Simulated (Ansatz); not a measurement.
Mg₃Ir:
```xyz
8
Lattice="4.5487 0.0000 0.0000 -2.2744 3.9393 0.0000 0.0000 0.0000 8.2151" Properties=species:S:1:pos:R:3 pbc="T T T"
Mg     0.0000     2.6262     4.7477
Mg     2.2744     1.3131     0.6402
Mg     0.0000     2.6262     7.5749
Mg     2.2744     1.3131     3.4674
Mg     0.0000     0.0000     2.0538
Mg     0.0000     0.0000     6.1613
Ir     0.0000     2.6262     2.0538
Ir     2.2744     1.3131     6.1613
```

Relaxed with r²SCAN. Special points in fractions of this cell's reciprocal vectors: Γ (0.000, 0.000, 0.000); M (0.500, 0.000, 0.000); K (0.333, 0.333, 0.000); A (0.000, 0.000, 0.500); L (0.500, 0.000, 0.500); H (0.333, 0.333, 0.500).

**Question.** List the band energies nearest the Fermi level at these points for DFT-r²SCAN with spin–orbit coupling in the program Ansatz with PAW potentials.

**Answer.** In eV from the Fermi level; about four levels below and three above (degenerate sets whole), none deeper than 8.9 eV; points with the same levels are listed once.

```json
[
 {"k": "Γ", "below": "-1.52 -1.52 -1.43 -1.43", "above": "1.51 1.51 1.93 1.93"},
 {"k": "M", "below": "-0.90 -0.90 -0.34 -0.34", "above": "0.53 0.53 1.47 1.47"},
 {"k": "K", "below": "-0.38 -0.38 -0.04 -0.04", "above": "0.24 0.24 1.82 1.82"},
 {"k": "A", "below": "-0.89 -0.89 -0.89 -0.89", "above": "2.35 2.35 2.35 2.35"},
 {"k": "L", "below": "-0.02 -0.02 -0.02 -0.02", "above": "0.62 0.62 0.62 0.62"},
 {"k": "H", "below": "-0.84 -0.84 -0.58 -0.58", "above": "0.66 0.66 0.72 0.72"}
]
```

Space group P6_3/mmc. The workflow started from an entry of the Crystallography Open Database (COD). Whether it is the stable phase at ambient conditions was not checked. The r²SCAN relaxation kept the symmetry of its start; whether a distortion lowers the energy is not shown. The run is not spin-polarised.

Potentials: the later of the program's two PAW sets.
